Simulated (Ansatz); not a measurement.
Structures of SnBi3: which is lowest?

Plane-wave DFT in Ansatz with scalar-relativistic PAW potentials, cutoff 420 eV, Γ-centred meshes chosen by cell and gap, Gaussian smearing with energies taken to zero width. Every cell was relaxed (cell and atoms) in a run of its own, within the symmetry of its start. Functional: PBEsol.

Relaxed structures (starts from databases or built by putting these elements on another compound's sites):
A. I4/mmm, 4 atoms in the computed cell, a = 4.657 Å, c = 10.925 Å; sites (symmetry × multiplicity) Sn 4/mmm × 2, Bi -4m2 × 4 + 4/mmm × 2; start: database
B. Fm-3m, 4 atoms in the computed cell, a = 7.759 Å; sites (symmetry × multiplicity) Sn m-3m × 4, Bi -43m × 8 + m-3m × 4; start: database

**Question.** Rank them by energy. Could pressure change the order?

**Answer.**
```tsv
structure	group	E − E(lowest) (meV/atom)	V (Å³/atom)	gap on mesh (eV)
B	Fm-3m	0.0	29.19	0.00
A	I4/mmm	31	29.62	0.00
```

B is lowest, 31 meV/atom under A. The lowest is also the densest of these, so pressure wouldn't bring one of the others in at first order. Other structures may lie lower than all of these, and vibrations aren't counted.

Spin-orbit coupling is left out, which matters for the bands of heavy elements. For Tl, Pb and Bi spin-orbit coupling shifts energies too.